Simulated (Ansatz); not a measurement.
An Ansatz input:

```yaml
crystal:
  lattice:
    - [-2.4147147952, 2.4147147952, 2.4147147952]
    - [2.4147147952, -2.4147147952, 2.4147147952]
    - [2.4147147952, 2.4147147952, -2.4147147952]
  atoms:
    - { symbol: Sr, position: [0.0, 0.0, 0.0] }
hamiltonian:
  xc: r2scan
  pseudopotentials:
    kind: paw_fr
    azcp:
      Sr: "pseudopotentials/Sr.paw.azcp"
basis:
  ecutwfc: 500
  fft_grid_basis: typed
kpoints:
  mp_grid: { grid: [9, 9, 9], shift: [0, 0, 0] }
magnetization:
  noncollinear: true
  spin_orbit: true
scf:
  occupations: { method: fermi_dirac, width: 0.1 }
```

Terminal output

```
Engine: ansatz 0.2.0, x86_64-unknown-linux-gnu
Pseudopotentials: kind: paw_fr
Pseudopotential: Sr, paw_fr, valence charge 10, recommended cutoff 500 eV (meta_gga) 
Functional definition: r2SCAN
  parameter k0 = 0.174
  parameter k1 = 0.065
  parameter a1 = 4.9479
  exchange = r2scan_x(k0 = k0, k1 = k1, a1 = a1)
  correlation = r2scan_c
non-collinear run that drives no moment, with spin-orbit: no starting moment large enough to seed its density (crystal.atoms[].spin), no starting occupations that ask for one, no magnetisation constraint and no magnetic field, so the semilocal B_xc is pinned to zero
Crystal: 1 atoms, lattice volume = 56.319 Å³
Basis set: ecut = 500 eV, 1433 PW (Γ), exchange–correlation on 128×128×128 points (64 copies of the dense FFT grid, shifted against one another)
Bands: 18, of which v1, the nominal top of the filled ones, is band 10 counted from 1 (9 counted from 0)
Symmetry: 48 space group operations + 48 with time reversal
Magnetic group: BNS 229.141 (UNI 1643), of the structure as read, at distance tolerance 3.8e-5 Å
k-points: 35 of 729
Projection manifold: j_resolved (fully-relativistic pseudo-atomic orbitals)
Non-local potential: Sr, projectors of the file, l = 0: 3, l = 1: 4, l = 2: 4
PAW form: soft (Blöchl's): semilocal exchange-correlation on the pseudo side does not see the compensation charge
PAW frozen core: Sr, regenerated for the run's functional (the file was generated under x = pbe(κ = 0.804, μ = 0.2195149727645171), c = pbe(β = 0.06672455060314922))
PAW one-centre angular grid: Sr, 302 points (default); XC on 160 Gauss nodes
Initial density: superposition of atomic densities (chi_scale 0.1, normalization cell)
Initial wavefunctions: pseudopotential atomic-orbital guess
Functional: x = r2scan, c = r2scan; τ floored in thin density (d = 2e-4 eV/Å³)
iter 1 solved again at ethr=2.10e-4 eV; its pass at ethr=3.10e-3 eV (dr2=2.10e-2 eV) is discarded
SCF iter   1: F=—  HF=-3550.705098 eV  |F-HF|=—  |Δ(HF+E_count)|=         —  Δρ=6.72e-3  dr2=2.11e-2  dr2_τ=4.68e-4  dr2_m=0.00e0 (ungated)  ethr=2.10e-4  |M|=0.00e0 ∫|m|=0.00e0 μB  |m|>n=0.0e0 m-floor=0.0e0 τ_xc=0.0e0  β_m=0.30  ⟨swp⟩=1.1  Hψ=2681  notcnv=0
spin=Noncollinear: Kerker preconditioning applied to the charge; magnetization (m_x, m_y, m_z) channels mix plain (no charge-response kernel on spin).
SCF iter   2: F=—  HF=-3550.756129 eV  |F-HF|=—  |Δ(HF+E_count)|=   5.10e-2  Δρ=5.57e-3  dr2=1.68e-2  dr2_τ=1.66e-4  dr2_m=0.00e0 (ungated)  ethr=2.10e-4  |M|=0.00e0 ∫|m|=0.00e0 μB  |m|>n=0.0e0 m-floor=0.0e0 τ_xc=0.0e0  β_m=0.39  ⟨swp⟩=3.0  Hψ=599  notcnv=0
SCF iter   3: F=—  HF=-3550.772417 eV  |F-HF|=—  |Δ(HF+E_count)|=   1.63e-2  Δρ=1.49e-3  dr2=2.09e-3  dr2_τ=4.65e-5  dr2_m=0.00e0 (ungated)  ethr=1.68e-4  |M|=0.00e0 ∫|m|=0.00e0 μB  |m|>n=0.0e0 m-floor=0.0e0 τ_xc=0.0e0  β_m=0.67  ⟨swp⟩=2.9  Hψ=589  notcnv=0
SCF iter   4: F=—  HF=-3550.774118 eV  |F-HF|=—  |Δ(HF+E_count)|=   1.70e-3  Δρ=6.70e-4  dr2=3.47e-4  dr2_τ=2.30e-6  dr2_m=0.00e0 (ungated)  ethr=2.09e-5  |M|=0.00e0 ∫|m|=0.00e0 μB  |m|>n=0.0e0 m-floor=0.0e0 τ_xc=0.0e0  β_m=0.77  ⟨swp⟩=2.1  Hψ=542  notcnv=0
SCF iter   5: F=—  HF=-3550.774471 eV  |F-HF|=—  |Δ(HF+E_count)|=   3.53e-4  Δρ=8.09e-5  dr2=3.08e-6  dr2_τ=2.33e-7  dr2_m=0.00e0 (ungated)  ethr=3.47e-6  |M|=0.00e0 ∫|m|=0.00e0 μB  |m|>n=0.0e0 m-floor=0.0e0 τ_xc=0.0e0  β_m=0.85  ⟨swp⟩=3.0  Hψ=499  notcnv=0
SCF iter   6: F=—  HF=-3550.774375 eV  |F-HF|=—  |Δ(HF+E_count)|=   9.56e-5  Δρ=2.23e-5  dr2=4.20e-7  dr2_τ=3.09e-9  dr2_m=0.00e0 (ungated)  ethr=3.08e-8  |M|=0.00e0 ∫|m|=0.00e0 μB  |m|>n=0.0e0 m-floor=0.0e0 τ_xc=0.0e0  β_m=0.92  ⟨swp⟩=2.1  Hψ=489  notcnv=0
SCF iter   7: F=-3550.774375 eV  HF=-3550.774375 eV  |F-HF|=6.11e-9  |Δ(HF+E_count)|=   2.02e-8  Δρ=3.91e-6  dr2=8.45e-9  dr2_τ=2.15e-10  dr2_m=0.00e0 (ungated)  ethr=1.00e-9  |M|=0.00e0 ∫|m|=0.00e0 μB  |m|>n=0.0e0 m-floor=0.0e0 τ_xc=0.0e0  ⟨swp⟩=3.0  Hψ=785  notcnv=0
SCF 1 converged in 7 iterations: F = -3550.774375 eV  dr2 = 8.45e-9
SCF converged after 7 iterations
Magnetization: |M| = 0.0000 μB,  M = (+0.0000, +0.0000, +0.0000) μB
Absolute magnetization: 0.0000 μB (∫|m|)
  site 0: m = (+0.0000, +0.0000, +0.0000) μB, |m| = 0.0000 μB  (R = 1.73 Å)
Free energy (F): -3550.774375 eV
Harris-Foulkes:  -3550.774375 eV  (|F-HF|=6.11e-9)
Internal energy: -3550.725172 eV  (E = F + TS)
E sigma→0 (E₀):  -3550.749774 eV
Entropy (-TS):   -0.049203 eV (-49.203 meV/atom)
Fermi energy:    4.928323 eV
--- Per-component energies (eV) ---
  E_band       = -145.216924
  E_kinetic    = 241.775791
  E_local      = -776.439396  (includes V_loc(G=0)·N_el)
  E_nonlocal   = 202.049334
  E_hartree    = 196.931888
  E_xc         = -160.991664
  E_vxc        = -174.061466  (∫ρ·V_xc dr)
  E_paw        = -2711.359860  (= ΣΔE_a)
  E_vpaw       = -41.727977  (= ΣTr[D̂ρ^β])
  E_aug_tail   = -0.000001  (compensation charges beyond the density's cutoff)
  E_vtau       = 9.321312  (kinetic-family band-sum trace: ∫τ·v_τ [+ j·A + Jᵃ·Aᵃ] dr)
  E_ewald      = -542.545144
  E_core_change = -0.146121  (= ΣΔE_core)
  E_smearing   = -0.049203  (= −TS)
  E_closure    = -0.000000  (closes the sum)
  Σ components = -3550.774375   (vs F -3550.774375, Δ=0.00e0)
```

Command:

```sh
ansatz run input.yaml --threads 1 --pin off --max-ram 3584MiB --backend cpu --events-out ev --progress --plain --runs-dir out
```

On 1 thread of Intel(R) Xeon(R) Platinum 8259CL CPU @ 2.50GHz (Skylake/Cascade Lake) (shared host) this took about 15 s of wall time and 16 s of CPU time.
